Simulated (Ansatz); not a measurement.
CaF2:
```
CELL_PARAMETERS angstrom
      3.50863     0.00000     0.00000
      0.00000     4.13374     0.00000
      0.00000     0.00000     5.92931
ATOMIC_POSITIONS crystal
  Ca 0.00000 0.14365 0.70211
  Ca 0.00000 0.85635 0.20211
  F  0.50000 0.08640 0.97940
  F  0.50000 0.91360 0.47940
  F  0.00000 0.63201 0.85150
  F  0.00000 0.36799 0.35150
```

Relaxed with HSE06.

### Question
Give the Bader charges and basin volumes of the independent atoms, plane-wave PAW HSE06 (Ansatz code).

### Answer


```
atom  Bader charge (e)  Bader volume (Å³)
----  ----------------  -----------------
Ca1              +1.70               11.9
F3               -0.85               15.3
F5               -0.84               15.7
```

Space group Pmc2_1. The first step of the workflow began from a Materials Project structure, measured or hypothetical; the Crystallography Open Database copy checked does not list it. It is not the phase usual at ambient conditions (space group No. 225). Symmetry was held in the HSE06 relaxation; whether a distortion lowers the energy is not shown.

Potentials: the later of the program's two PAW sets.
